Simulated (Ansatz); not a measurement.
# Y (P6_3/mmc), stationary points along a deformation path

Method: DFT r2SCAN, scalar-relativistic, plane waves, PAW in Ansatz 0.2.0. Settings: plane waves to 500 eV, k-mesh 18×18×10 (Γ-centred), Gaussian smearing 0.15 eV. No spin polarisation. Energies are free energies at this smearing, counted from the undisturbed cell; pressure is positive in compression.

The undisturbed cell (as given, not relaxed at this level; it stands at 0.4 GPa):

```
Y
1.0
     3.65150    0.00000    0.00000
    -1.82575    3.16229    0.00000
     0.00000    0.00000    5.74740
Y
2
Direct
  0.33333 0.66667 0.25000
  0.66667 0.33333 0.75000
```

At fixed volume and fractional coordinates, lengths along (0.000, 0.000, 1.000) are scaled against those across it; ρ is that ratio over its starting value. V = 33.183 Å³/atom. Δσ is the stress along the axis less the mean stress across it (compression positive).

| ρ | ΔE (meV/atom) | Δσ (GPa) | space group |
| --- | --- | --- | --- |
| 0.850 | 84.2 | 8.10 | P6_3/mmc |
| 0.920 | 17.2 | 3.98 | P6_3/mmc |
| 1.000 | 0.0 | -1.01 | P6_3/mmc |
| 1.100 | 46.5 | -5.77 | P6_3/mmc |
| 1.200 | 141.9 | -10.33 | P6_3/mmc |

Question: How does the stress give the slope of the energy, and where is the energy stationary?

Answer: Along the path d ln(length) is 2/3 d ln ρ on the axis and −1/3 d ln ρ across it, so dE/d ln ρ = −(2/3) V Δσ: the energy falls with ρ where Δσ is positive. Δσ vanishes or changes sign between ρ = 0.920 and 1.000, a minimum (near 0.98 by linear interpolation). Pairs of stationary points between two samples would go unseen, and could change a minimum read from distant neighbours into a maximum.

Question: Integrate that slope from ρ = 1 to 0.850 by the trapezoid rule.

Answer: With V/N in Å³ and 1 eV/Å³ = 160.2 GPa the slopes at ρ = 1.000, 0.920, 0.850 are 139, -550, -1118 meV/atom per unit of ln ρ. The steps add 17.1 + 66.0 = 83.2 meV/atom, against 84.2 from the energies; the trapezoid rule misses the curvature of the slope within each step.

In a metal these slopes depend on the k mesh and the smearing.